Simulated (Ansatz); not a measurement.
NaF:
```xyz
4
Lattice="3.8922 0.0000 0.0000 -1.9461 3.3708 0.0000 0.0000 0.0000 4.5846" Properties=species:S:1:pos:R:3 pbc="T T T"
Na     0.0000     2.2472     3.4384
F      1.9461     1.1236     3.4384
Na     1.9461     1.1236     1.1461
F      0.0000     2.2472     1.1461
```

Tensor components refer to the Cartesian frame of this cell.

Give the high-frequency dielectric tensor and the Born effective charge tensors of the independent atoms from DFPT, the program Ansatz at the PBEsol level (PAW).


ε∞:
```
1.75  0.00  0.00
0.00  1.75  0.00
0.00  0.00  1.75
```
Z* of atom 1 (Na), rows: field, columns: displacement, in e:
```
0.96  0.00  0.00
0.00  0.96  0.00
0.00  0.00  1.02
```
Z* of atom 2 (F), rows: field, columns: displacement, in e:
```
-0.96   0.00   0.00
 0.00  -0.96   0.00
 0.00   0.00  -1.02
```

Space group P6_3/mmc. The start of the workflow was typed in or built on a structure type; neither database checked (COD, Materials Project) lists it. It is not the phase usual at ambient conditions (space group No. 225). Symmetry was held in the PBEsol relaxation; whether a distortion lowers the energy is not shown.

Potentials: the later of the program's two PAW sets.
